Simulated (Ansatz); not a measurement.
Relaxing a structure of Co2Si

The start is a generated trial cell of Co2Si in the AFLOW prototype AB2_hP9_162_ad_k (as in V2N). Cell shape, volume and atoms are optimised at zero target pressure with r2SCAN (plane waves to 500 eV, PAW, scalar-relativistic; Ansatz, a quantum-chemistry and plane-wave program). The first steps use a coarse 6×6×5 k-mesh.

Input geometry:
```
Co2Si
1.0
    4.92295     0.00000     0.00000
   -2.46147     4.26340     0.00000
    0.00000     0.00000     4.57353
Co Si
6 3
Cartesian
  0.79998   1.38560   1.24400
  3.32299   0.00000   1.24400
 -1.66149   2.87779   1.24400
 -0.79998   1.38560   3.32953
  1.66149   2.87779   3.32953
  1.59996   0.00000   3.32953
  0.00000   0.00000   0.00000
  2.46147   1.42113   2.28676
  0.00000   2.84226   2.28676
```
Spin-polarised start, with parallel moments on Co.

| Property | Value |
|---|---|
| Largest initial force | about 2.9 eV/Å, on Co1, Co2, Co3, Co4, Co5, Co6 (atoms numbered as listed) |
| Outcome | The space group stays P-31m (No. 162) (the run could not lower it), with 9 atoms in the primitive magnetic cell |
| Energy released | 1.31 eV/atom |
| Band gap at the end | zero (metallic) |
| Optimiser moves | 25 |

The end point of the relaxation:

Space group P-31m (No. 162); a = b = 6.6358 Å, c = 2.5542 Å, α = β = 90.00°, γ = 120.00°

| atom | site | symmetry | x | y | z |
|---|---|---|---|---|---|
| Co | 6k | ..m | 0.3367 | 0.3367 | 0.2276 |
| Si | 1a | -3.m | 0.0000 | 0.0000 | 0.0000 |
| Si | 2d | 3.2 | 0.3333 | 0.6667 | 0.5000 |

Final values are on a 8×8×18 k-mesh of the relaxed cell. Spin state reached: ferromagnetic (net 0.79 μB/atom), from parallel starting moments; other spin orders were not run from this start. r2SCAN tends to overstate moments in metals.

The run could not lose the symmetry of its start: the end is stationary, and may be a saddle point rather than a minimum.

The relaxed structure here is a generated cell of Co2Si: the first start was made by placing the elements on the sites of a structure type, and the end was not matched to a known phase here, so it may be hypothetical.
